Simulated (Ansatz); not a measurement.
Below is a relaxed structure of Re4P3. The cell was found from a structure generator's guess, not taken from experiment.

Theory: DFT PBE, scalar-relativistic, plane waves, PAW in Ansatz 0.2.0. Cutoff 420 eV, Γ-centred mesh, Gaussian smearing, no spin polarisation.

```yaml
crystal:
  lattice:
    - [4.77239, 0.00000, 0.00000]
    - [0.00000, 4.77239, 0.00000]
    - [0.00000, 0.00000, 4.77239]
  atoms:
    - { symbol: Re, position: [0.50000, 0.00000, 0.00000] }
    - { symbol: Re, position: [0.00000, 0.50000, 0.00000] }
    - { symbol: Re, position: [0.00000, 0.00000, 0.50000] }
    - { symbol: Re, position: [0.50000, 0.50000, 0.50000] }
    - { symbol: P, position: [0.00000, 0.50000, 0.50000] }
    - { symbol: P, position: [0.50000, 0.00000, 0.50000] }
    - { symbol: P, position: [0.50000, 0.50000, 0.00000] }
```

Formation energies are uncorrected and refer to the elements' standard structures at the same level. The references include black phosphorus.

Q: Find its symmetry and describe it.

A: Pm-3m (No. 221). Conventional cell: a = 4.772 Å. Re on a site of symmetry 4/mmm is surrounded by 4 P at 2.39 Å; around Re on a site of symmetry m-3m lie 6 P at 2.39 Å; P has 6 Re at 2.39 Å.

Q: What is its formation energy per atom?

A: +0.84 eV/atom. It can't be a ground state, since the elements alone are lower.

Q: Is it a metal?

A: Yes, bands cross the Fermi level on the 8×8×8 mesh.

Q: From what recipe could a structure generator have reached it?

A: One such recipe: ordered vacancies on the anion sites of rock salt (Pm-3m, No. 221). Other recipes can lead to the same cell.

The last run used an 8×8×8 mesh for its 7-atom cell and Gaussian smearing of 0.10 eV. Spin–orbit coupling, which can matter for Re, is left out. The cell is a metal run without spin; a magnetic state may lie lower. The reference form of P is held partly by dispersion forces, which this level lacks. A structure relaxed within its symmetry needn't be a true minimum.
